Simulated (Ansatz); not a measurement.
# Two states of EuPPt$_{3}$

```
CELL_PARAMETERS angstrom
5.76001 0.00338 -0.00417
0.00338 5.75199 -0.00446
-0.00394 -0.00421 5.42166
ATOMIC_POSITIONS crystal
Pt 0.96452 0.52764 0.14023
Pt 0.51758 0.98233 0.83165
Pt 0.24118 0.25640 0.47188
Pt 0.21698 0.71221 0.47353
Pt 0.76511 0.78805 0.49032
Pt 0.75474 0.25050 0.49084
Eu 0.94692 0.98451 0.95936
Eu 0.50711 0.48977 0.01376
P 0.97640 0.47769 0.74049
P 0.50816 0.03683 0.34152
```

Level: PBE; 420 eV; 3×3×4 (shifted by 0.5, 0.5, 0.5 steps) mesh; cold occupations (width 0.0454 eV); Ansatz 0.2.0, fixed geometry.

State A: Eu7 up, Eu8 up (collinear spin). State B: Eu7 up, Eu8 down (collinear spin).

Problem. Compare the two self-consistent states.

Solution. State A is lower by 1.6 meV an atom at zero smearing. So small a gap isn't resolved on this mesh where a state is a metal.

```json
{"state": "A", "free energy (meV/atom)": "0.0", "largest moment in a small sphere (μB)": "6.54", "net moment (μB/cell)": "13.39", "gap on mesh (eV)": "metal", "pressure (GPa)": "17.4", "largest force (eV/Å)": "7.86"}
{"state": "B", "free energy (meV/atom)": "1.7", "largest moment in a small sphere (μB)": "6.53", "net moment (μB/cell)": "0.02", "gap on mesh (eV)": "metal", "pressure (GPa)": "17.4", "largest force (eV/Å)": "7.84"}
```

Origin: a strained cell with displaced atoms, so it need not be a known compound. Caveats: the k mesh is coarse if the cell is a metal; atoms or cell far from equilibrium; f shells without a U or exact exchange are poorly placed.
